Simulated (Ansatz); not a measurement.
Ca3GeN:
```
Ca3GeN
1.0
    4.79066     0.00000     0.00000
    0.00000     4.79066     0.00000
    0.00000     0.00000     4.79066
Ca Ge N
3 1 1
Direct
  0.50000   0.00000   0.50000
  0.00000   0.50000   0.50000
  0.50000   0.50000   0.00000
  0.00000   0.00000   0.00000
  0.50000   0.50000   0.50000
```

Relaxed with r²SCAN. Special points in fractions of this cell's reciprocal vectors: Γ (0.000, 0.000, 0.000); X (0.000, 0.500, 0.000); M (0.500, 0.500, 0.000); R (0.500, 0.500, 0.500).

**Question.** List the band energies nearest the Fermi level at these points for r²SCAN (plane waves, PAW; program Ansatz).

**Answer.** In eV from the Fermi level; about four levels below and three above (degenerate sets whole), none deeper than 8.9 eV; points with the same levels are listed once.

```json
[
 {"k": "Γ", "below": "-7.68 -0.74 -0.74 -0.74", "above": "1.08 1.08 1.08"},
 {"k": "X", "below": "-2.06 -1.74 -0.77 -0.77", "above": "0.04 0.04 2.57"},
 {"k": "M", "below": "-1.01 -0.78 -0.78 -0.12", "above": "3.58 3.91 3.91"},
 {"k": "R", "below": "-2.37 -2.37 -2.37 -0.76 -0.76 -0.76", "above": "3.23 3.23 3.23"}
]
```

Space group Pm-3m (anti-perovskite). The workflow started from a Materials Project entry (that database holds measured and hypothetical structures alike); the Crystallography Open Database files this formula in space group No. 221, but the cells were not matched. Whether it is the stable phase at ambient conditions was not checked. Symmetry was held in the r²SCAN relaxation; its stability against distortions is not shown here. With an odd number of electrons in the cell and no spin polarisation, the count alone makes it a metal. Spin–orbit coupling is left out wherever it is not named.

Potentials: the later of the program's two PAW sets.
